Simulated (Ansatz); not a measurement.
Single point in Ansatz 0.2.0 with r2SCAN, no spin polarisation. Cutoff 500 eV, PAW datasets, 8×8×3 Γ-centred k mesh, fermi-dirac filling (width 0.0318 eV).

Computed maps in the lattice plane spanned by a (left to right, 2.77 Å, 8 points from zero) and b (bottom to top, 3.92 Å, 12 points from zero), 69° apart, at height 0.894 along c. The fields are smooth PAW ones with compensation charges, not the true ones near nuclei.

Valence density. Digits on a logarithmic scale: 0 up to 0.03 e/Å³, each further digit a factor of 1.6, 9 from 1.3 e/Å³ up:
```
55556655
55545544
55544444
57654334
58864444
56765555
55555666
66555677
77656776
67666776
77766677
77666667
```

ELF. Ten even steps from '0' (0.00) to '9' (0.99):
```
55421124
33211112
45421012
79951012
69983112
48984333
44554555
54324544
15424510
05523630
26522473
67521257
```

The cell is CoB3H3. Which atoms lie within 0.2 Å of this plane, and where (fractions of a and b)?

H at (0.21, 0.58), B at (0.91, 0.19). The whole cell:
```xyz
14
Lattice="2.7658 0.0000 0.0000 1.3829 -3.6706 0.0000 0.0000 0.0000 -9.3512" Properties=species:S:1:pos:R:3 pbc="T T T"
H     1.3829   -2.1282   -8.3562
H     2.7658   -1.5424   -3.6806
H     2.7658   -1.5424   -0.9950
H     1.3829   -2.1282   -5.6706
B     2.7658   -0.6820   -8.2889
B     1.3829   -2.9886   -3.6133
B     1.3829   -2.9886   -1.0623
B     2.7658   -0.6820   -5.7379
H     1.3829    0.0000   -7.0134
H     1.3829    0.0000   -2.3378
B     2.7658   -1.5027   -7.0134
B     1.3829   -2.1678   -2.3378
Co    1.3829    0.0000    0.0000
Co    1.3829    0.0000   -4.6756
```

Origin: a known structure type with other elements, at an estimated volume, so it need not be a known compound. Caveats: no spin polarisation, so a magnetic state may lie lower; the k mesh is coarse if the cell is a metal; atoms or cell far from equilibrium.
